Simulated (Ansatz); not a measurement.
An elastic tensor (GPa, Voigt order, standard axes) from plane-wave PAW r²SCAN (Ansatz code):

```
73.5  29.3  42.4   0.0   0.0   0.0
29.3  73.4  42.5   0.0   0.0   0.0
42.4  42.5  58.9   0.0   0.0   0.0
 0.0   0.0   0.0  21.5   0.0   0.0
 0.0   0.0   0.0   0.0  21.5   0.0
 0.0   0.0   0.0   0.0   0.0   8.7
```

Task: Pick the material that matches.
(A) SnSe, Pnma (Sn on 4c, Se on 4c)
(B) Cd4TeSe3, Pmm2 (Pearson symbol oP8)
(C) SiGe, Pmma (Si on 2e, Ge on 2f)
(D) Al2O3, Pbcn (Al on 8d, O on 8d, O on 4c)

Result: B, Cd4TeSe3, Pmm2 (Pearson symbol oP8)

The first step of the workflow began from a Materials Project structure, measured or hypothetical; the Crystallography Open Database copy checked does not list it. Its standing as an ambient phase is unchecked. Symmetry was held in the r²SCAN relaxation; whether a distortion lowers the energy is not shown. Scalar-relativistic: spin–orbit coupling is off unless named, which matters more the heavier the elements.

Potentials: the later of the program's two PAW sets.
